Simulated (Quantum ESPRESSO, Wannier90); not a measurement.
**Tight-binding from DFT: HgTe (zinc blende)**

Materials Project entry mp-2730; symmetrised, unrelaxed at this level. COD (Crystallography Open Database) has the formula in 2 space groups, this one among them (matched by group alone). Computed values, not measurements, from PBEsol: Quantum ESPRESSO (norm-conserving PseudoDojo potentials, cutoff 66 Ry, no spin polarisation, no spin-orbit coupling) on a Γ-centred 8×8×8 mesh, then Wannier90. Density: 8×8×8 mesh, Gaussian smearing 0.01 Ry. Spin-orbit coupling is left out although heavy elements are present.

```
begin unit_cell_cart
ang
    0.0000000000    3.2899850000    3.2899850000
    3.2899850000    0.0000000000    3.2899850000
    3.2899850000    3.2899850000    0.0000000000
end unit_cell_cart
mp_grid = 8 8 8
```

Neighbour vectors b of the finite-difference formula (Å⁻¹), by shell:

```json
[
 {"shell": "1", "b_x": "0.11936", "b_y": "0.11936", "b_z": "-0.11936"},
 {"shell": "1", "b_x": "0.11936", "b_y": "-0.11936", "b_z": "0.11936"},
 {"shell": "1", "b_x": "-0.11936", "b_y": "0.11936", "b_z": "0.11936"},
 {"shell": "1", "b_x": "0.11936", "b_y": "0.11936", "b_z": "0.11936"},
 {"shell": "1", "b_x": "-0.11936", "b_y": "-0.11936", "b_z": "0.11936"},
 {"shell": "1", "b_x": "-0.11936", "b_y": "0.11936", "b_z": "-0.11936"},
 {"shell": "1", "b_x": "0.11936", "b_y": "-0.11936", "b_z": "-0.11936"},
 {"shell": "1", "b_x": "-0.11936", "b_y": "-0.11936", "b_z": "-0.11936"}
]
```

### Question
Find the weights w_b from the completeness condition Σ_b w_b b_α b_β = δ_αβ.

### Answer
Shell 1: Σ b_x² = 0.114, Σ b_y² = 0.114, Σ b_z² = 0.114 Å⁻²
Each of the three diagonal sums, weighted, has to give 1 and the off-diagonal ones 0, which holds for w_1 = 8.77 Å². Check on xx: 8.77×0.114 = 1.00.

On this mesh the 5 functions of bands 11-15 (bands 11-15; start: atomic waves Hg 5d, conv_tol = 1.0e-6) end with spreads 1.0046, 2.2075, 2.2075, 1.0046, 2.2075 Å², Ω_I = 8.2969 Å² and Ω_D = 0.0171 Å².

Ω_total is the sum of the spreads, 8.632 Å². Ω_OD = Ω_total − Ω_I − Ω_D = 0.318 Å². Only (Ω_D + Ω_OD)/Ω_total = 3.9 % depends on the gauge, and another start could lower the total by that share at most. The rms radius is √(Ω_total/5) = 1.31 Å.
